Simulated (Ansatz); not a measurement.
## MgTl: zone-centre modes

These are results of Ansatz, DFT LDA, scalar-relativistic, plane waves, PAW, not measurements. Plane waves to 420 eV; Γ-centred k mesh 12×12×12; Fermi-Dirac smearing of 0.15 eV. No spin polarisation. Phonons by linear response, acoustic sum rule imposed.

Relaxed structure:
```
CELL_PARAMETERS angstrom
3.56970 0.00000 0.00000
0.00000 3.56970 0.00000
0.00000 0.00000 3.56970
ATOMIC_POSITIONS crystal
Mg 0.00000 0.00000 0.00000
Tl 0.50000 0.50000 0.50000
```

In a metal, frequencies and elastic constants depend on the k mesh and the smearing, soft modes and shear constants most. Spin–orbit coupling is left out, which can shift energies with elements as heavy as these.

Optical modes at Γ; i marks an imaginary frequency:
| frequency (cm⁻¹) | degeneracy |
| --- | --- |
| 152 | 3 |

All 3 optical modes at Γ are real: no displacement of atoms at fixed cell lowers the energy to second order. Strains and modes at other wave vectors aren't tested by this run.